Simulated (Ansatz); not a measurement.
SnPd (space group Pnma)

```
SnPd
1.0
    6.07682     0.00000     0.00000
    0.00000     3.87149     0.00000
    0.00000     0.00000     6.28481
Sn Pd
4 4
Direct
  0.81018   0.75000   0.59367
  0.18982   0.25000   0.40633
  0.68982   0.25000   0.09367
  0.31018   0.75000   0.90633
  0.98897   0.75000   0.18678
  0.01103   0.25000   0.81322
  0.51103   0.25000   0.68678
  0.48897   0.75000   0.31322
```

The slice is a (001) plane (indices of the conventional cell) through the point (0.190, 0.250, 0.406) (fractional), spanned by u = [010] and v = [100] in vectors of this cell: u (3.87 Å) and v (6.08 Å, at 90° to u). It covers one period; positions are fractions (u, v).

Level of theory: LDA (plane waves to 420 eV, PAW, scalar-relativistic; Ansatz, a program for electronic structure). k mesh 8×12×8. Inside the PAW spheres the values are not all-electron values, and peaks at nuclei hang on which shells count as valence. SnPd is run without spin polarisation. SnPd was relaxed with its symmetry unable to fall.

**Question.** Predict the map of the electrostatic potential energy of an electron, from the cell's mean on the slice.

**Answer.** 
```
|xxxxxxxx0044778888774400xxxxxx|
|xxxxxxxx0055778888775500xxxxxx|
|xxxxxx00336677777777663300xxxx|
|000000225566776666776655220000|
|223344667766665555666677664433|
|667777777766554444556677777777|
|888888887755332222335577888888|
|999988886644221111224466888899|
|999999886644220000224466889999|
|999999887755221111225577889999|
|999999887755442222445577889999|
|999999887766443333446677889999|
|999999887755331111335577889999|
|99999988662200xxxx002266889999|
|9999997744xxxxxxxxxxxx44779999|
|9999886611xxxxxxxxxxxx11668899|
|9988886600xxxxxxxxxxxx00668888|
|7777776622xxxxxxxxxxxx22667777|
|333344553300xxxxxxxx0033554433|
|000000224433000000003344220000|
|xxxxxx00224455555555442200xxxx|
|xxxxxxxx0044777777774400xxxxxx|
|xxxxxxxx0044778888774400xxxxxx|
|xxxxxxxx0033778888773300xxxxxx|
```
Scale: ten equal steps from 0.00 (start of '0') to 8.99 (end of '9'), in the order '0123456789'. Values: electrostatic potential energy of an electron, from the cell's mean, in eV. The map has 15 points along u (two characters each, u = 0 at the left) and 24 along v (v = 0 in the bottom row). Points within 1 Å of a nucleus are blanked (x), as the pseudised field means little there. Values under 0 eV are set to 0. The zero, the cell's mean, hangs on the PAW cores.
